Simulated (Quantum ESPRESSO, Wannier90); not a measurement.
Wannierisation of InSe (R3m)

```
begin unit_cell_cart
ang
   -2.0233451426    3.5045365883    0.0000000000
   -4.0466902853    0.0000000000    0.0000000000
   -2.0233451426    1.1681788628    8.6085230000
end unit_cell_cart
begin atoms_frac
In   0.1103500000  0.1103500000 -0.3310500000
In   0.0018300000  0.0018300000 -0.0054900000
Se  -0.3802870000 -0.3802870000  0.1408610000
Se  -0.1741930000 -0.1741930000 -0.4774210000
end atoms_frac
```

Cell from Materials Project (mp-22691), symmetrised, no further relaxation. COD (Crystallography Open Database) has the formula in 2 space groups, this one among them (matched by group alone). Method: PBEsol plane waves in Quantum ESPRESSO 7.5 (PseudoDojo norm-conserving files, 69 Ry, no spin polarisation, no spin-orbit coupling), Bloch states on a 6×6×6 mesh through Γ, Wannier90 4.0.1. Density: 10×10×10 mesh, Gaussian smearing 0.01 Ry. The cell is built of weakly bound layers, chains or molecules, whose nearest atoms lie 4.03 Å apart. Database cells relaxed without dispersion often hold them too far apart, which can enlarge gaps and weakens couplings between them; spacing and stacking were not compared with the measured crystal. Spin-orbit coupling is left out although heavy elements are present.

A tight-binding model is made by disentanglement and projection with no localisation steps (num_iter = 0), so the 16 orbitals stay atom-like: hydrogen-like In: s;p; Se: s;p, axes along x, y, z; frozen window up to 1.83 eV relative to the valence-band maximum. It follows pw.x to 3.4 meV rms for states up to 1.3 eV relative to the valence-band maximum. Matrix elements depend on this choice of orbitals and windows.

What are the on-site energies relative to the valence-band maximum, and how fast do the hoppings decay?


```csv
atom,orbitals,energy (eV)
In1,s,-2.43
In1,pz,3.45
In1,px py,3.07
In2,s,-2.44
In2,pz,3.49
In2,px py,3.05
Se3,s,-11.40
Se3,pz,-1.15
Se3,px py,-0.96
Se4,s,-11.41
Se4,pz,-1.15
Se4,px py,-0.95
```

```tsv
distance of the centres (Å)	largest modulus (eV)
2–3	1.7
3–4	2.2
4–5	0.66
5–6	0.10
6–7	0.14
7–8	0.057
8–9	0.029
9–10	0.014
```
